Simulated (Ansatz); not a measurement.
BN:
```cif
data_B2N2
_chemical_formula_sum 'B2 N2'
_space_group_name_H-M_alt 'P63mc'
_space_group_IT_number 186
_space_group_name_Hall 'P 6c -2c'
_cell_length_a 2.54058
_cell_length_b 2.54058
_cell_length_c 4.20266
_cell_angle_alpha 90.000
_cell_angle_beta 90.000
_cell_angle_gamma 120.000
loop_
_atom_site_label
_atom_site_type_symbol
_atom_site_symmetry_multiplicity
_atom_site_Wyckoff_symbol
_atom_site_fract_x
_atom_site_fract_y
_atom_site_fract_z
_atom_site_occupancy
B1 B 2 b 0.33333 0.66667 0.49974 1
N1 N 2 b 0.33333 0.66667 0.12526 1
```

Relaxed with PBEsol.

Task: Which orbitals make up the states near the band edges in the program Ansatz at the PBEsol level (PAW)?

Result: Top 1 eV of the valence band: N 2p 85 %, B 2p 14 %. Bottom 1 eV of the conduction band: B 2p 53 %, N 2p 25 %, outside the projected shells 21 %. Projections are on Löwdin-orthogonalised atomic valence shells; empty p or d shells of many metals are not among them.

Task: Tabulate the density of states.

Result: States/eV per cell of 4 atoms, in 0.25 eV bins, energy from the valence-band maximum.

| E (eV) | total | N 2p | B 2p | N 2s |
|---|---|---|---|---|
| -7.85 | 1.26 | 0.77 | 0.25 | 0.07 |
| -7.60 | 1.19 | 0.72 | 0.25 | 0.07 |
| -7.35 | 0.80 | 0.48 | 0.17 | 0.05 |
| -7.10 | 0.95 | 0.58 | 0.22 | 0.05 |
| -6.85 | 1.29 | 0.80 | 0.30 | 0.06 |
| -6.60 | 1.05 | 0.66 | 0.25 | 0.05 |
| -6.35 | 1.04 | 0.66 | 0.25 | 0.05 |
| -6.10 | 1.17 | 0.74 | 0.28 | 0.05 |
| -5.85 | 1.30 | 0.83 | 0.33 | 0.05 |
| -5.60 | 1.25 | 0.80 | 0.32 | 0.05 |
| -5.35 | 1.25 | 0.81 | 0.32 | 0.04 |
| -5.10 | 1.39 | 0.91 | 0.37 | 0.04 |
| -4.85 | 1.49 | 0.98 | 0.40 | 0.04 |
| -4.60 | 1.54 | 1.02 | 0.41 | 0.04 |
| -4.35 | 1.68 | 1.12 | 0.45 | 0.04 |
| -4.10 | 1.74 | 1.17 | 0.46 | 0.03 |
| -3.85 | 1.65 | 1.12 | 0.43 | 0.03 |
| -3.60 | 1.87 | 1.29 | 0.49 | 0.03 |
| -3.35 | 2.12 | 1.49 | 0.55 | 0.03 |
| -3.10 | 2.50 | 1.78 | 0.65 | 0.02 |
| -2.85 | 1.91 | 1.38 | 0.48 | 0.02 |
| -2.60 | 1.58 | 1.16 | 0.38 | 0.01 |
| -2.35 | 1.44 | 1.07 | 0.33 | 0.01 |
| -2.10 | 1.19 | 0.90 | 0.26 | 0.01 |
| -1.85 | 0.96 | 0.74 | 0.20 | 0.01 |
| -1.60 | 0.78 | 0.61 | 0.15 | 0.01 |
| -1.35 | 0.63 | 0.51 | 0.11 | 0.00 |
| -1.10 | 0.52 | 0.42 | 0.09 | 0.00 |
| -0.85 | 0.41 | 0.35 | 0.06 | 0.00 |
| -0.60 | 0.31 | 0.26 | 0.04 | 0.00 |
| -0.35 | 0.19 | 0.17 | 0.02 | 0.00 |
| -0.10 | 0.07 | 0.06 | 0.01 | 0.00 |
| 0.15 | 0.00 | 0.00 | 0.00 | 0.00 |
| 0.40 | 0.00 | 0.00 | 0.00 | 0.00 |
| 0.65 | 0.00 | 0.00 | 0.00 | 0.00 |
| 0.90 | 0.00 | 0.00 | 0.00 | 0.00 |
| 1.15 | 0.00 | 0.00 | 0.00 | 0.00 |
| 1.40 | 0.00 | 0.00 | 0.00 | 0.00 |
| 1.65 | 0.00 | 0.00 | 0.00 | 0.00 |
| 1.90 | 0.00 | 0.00 | 0.00 | 0.00 |
| 2.15 | 0.00 | 0.00 | 0.00 | 0.00 |
| 2.40 | 0.00 | 0.00 | 0.00 | 0.00 |
| 2.65 | 0.00 | 0.00 | 0.00 | 0.00 |
| 2.90 | 0.00 | 0.00 | 0.00 | 0.00 |
| 3.15 | 0.00 | 0.00 | 0.00 | 0.00 |
| 3.40 | 0.00 | 0.00 | 0.00 | 0.00 |
| 3.65 | 0.00 | 0.00 | 0.00 | 0.00 |
| 3.90 | 0.00 | 0.00 | 0.00 | 0.00 |
| 4.15 | 0.00 | 0.00 | 0.00 | 0.00 |
| 4.40 | 0.00 | 0.00 | 0.00 | 0.00 |
| 4.65 | 0.00 | 0.00 | 0.00 | 0.00 |
| 4.90 | 0.00 | 0.00 | 0.00 | 0.00 |
| 5.15 | 0.03 | 0.01 | 0.01 | 0.00 |
| 5.40 | 0.06 | 0.01 | 0.03 | 0.00 |
| 5.65 | 0.08 | 0.02 | 0.04 | 0.00 |
| 5.90 | 0.10 | 0.03 | 0.05 | 0.00 |
| 6.15 | 0.13 | 0.03 | 0.07 | 0.00 |
| 6.40 | 0.28 | 0.05 | 0.14 | 0.04 |
| 6.65 | 0.80 | 0.09 | 0.39 | 0.15 |
| 6.90 | 1.33 | 0.15 | 0.64 | 0.24 |
| 7.15 | 1.26 | 0.16 | 0.62 | 0.21 |
| 7.40 | 1.17 | 0.14 | 0.59 | 0.20 |
| 7.65 | 1.26 | 0.16 | 0.65 | 0.21 |
| 7.90 | 1.42 | 0.16 | 0.76 | 0.24 |
| 8.15 | 1.34 | 0.16 | 0.72 | 0.22 |
| 8.40 | 1.09 | 0.15 | 0.58 | 0.17 |
| 8.65 | 1.18 | 0.17 | 0.65 | 0.17 |
| 8.90 | 1.51 | 0.22 | 0.89 | 0.17 |
| 9.15 | 1.41 | 0.21 | 0.88 | 0.13 |
| 9.40 | 1.00 | 0.14 | 0.63 | 0.09 |
| 9.65 | 0.67 | 0.08 | 0.39 | 0.08 |

Space group P6_3mc (wurtzite). The cell was relaxed with PBEsol under the symmetry of its start.

Potentials: the earlier of the program's two PAW sets. The files were generated under PBE; for other functionals the program regenerates the frozen cores, and for LDA and PBEsol the local potential too.
